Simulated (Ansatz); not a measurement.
Here is the system:

ZrRh:
```
ZrRh
1.0
    6.05437     0.00000     0.00000
    0.00000     4.44423     0.00000
    0.00000     0.00000     5.24658
Zr Rh
4 4
Direct
  0.82498   0.75000   0.85913
  0.17502   0.25000   0.14087
  0.67502   0.25000   0.35913
  0.32498   0.75000   0.64087
  0.45307   0.75000   0.16828
  0.54693   0.25000   0.83172
  0.04693   0.25000   0.66828
  0.95307   0.75000   0.33172
```

This is the PBEsol-relaxed structure.

Q: All from the program Ansatz at the PBEsol level (PAW), unless another level is named. Predict the formation energy from the elements (no fitted shifts).

A: -0.80 eV/atom.

Q: What about the density of states at the Fermi level?

A: 0.42 states/eV per atom (mean over ±0.08 eV).

Q: Give the gap with spin–orbit coupling.

A: none (metallic).

Space group Pnma. The workflow started from a Materials Project entry (that database holds measured and hypothetical structures alike); the Crystallography Open Database files this formula in space group No. 62, but the cells were not matched. Whether it is the stable phase at ambient conditions was not checked. The PBEsol relaxation kept the symmetry of its start; of distortions, only those at the zone centre were tested. The run is not spin-polarised. The references are the lowest solids computed at this level, not always the standard phases. Spin–orbit coupling is left out wherever it is not named.

Potentials: the later of the program's two PAW sets.
